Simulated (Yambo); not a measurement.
NaCaIrH6 (space group F-43m, No. 216), G0W0@PBEsol in Yambo with this input:

```
rim_cut
gw0
dyson
el_el_corr
HF_and_locXC
ppa
em1d
RandQpts= 1000000
RandGvec= 1 Ry
EXXRLvcs= 88 Ry
VXCRLvcs= 352 Ry
Chimod= "HARTREE"
% BndsRnXp
 6 | 140 |
%
NGsBlkXp= 7 Ry
% LongDrXp
 1.0 | 1.0 | 1.0 |
%
PPAPntXp= 27.2114 eV
% GbndRnge
 1 | 140 |
%
GTermKind= "BG"
DysSolver= "n"
ExtendOut
```

On a 4×4×4 mesh, with wavefunctions cut at 88 Ry, the gap (W → X) is 4.847 eV and the valence edge shifts by -0.616 eV.

**Question.** What happens with this change: 3 Ry block?

**Answer.** The gap falls by 0.108 eV, to 4.739 eV; the shift of the valence edge becomes -0.497 eV. Neither run is shown to be the converged limit.

Spin-orbit coupling is not included.

Geometry of the Materials Project entry, not relaxed at this level; primitive cell a = b = c = 5.110 Å, α = β = γ = 60.00°.

The structure is a Materials Project entry; no match was found in the copy of COD used, and its stability was not checked.

A shift is the quasiparticle energy of the state minus its PBEsol energy.
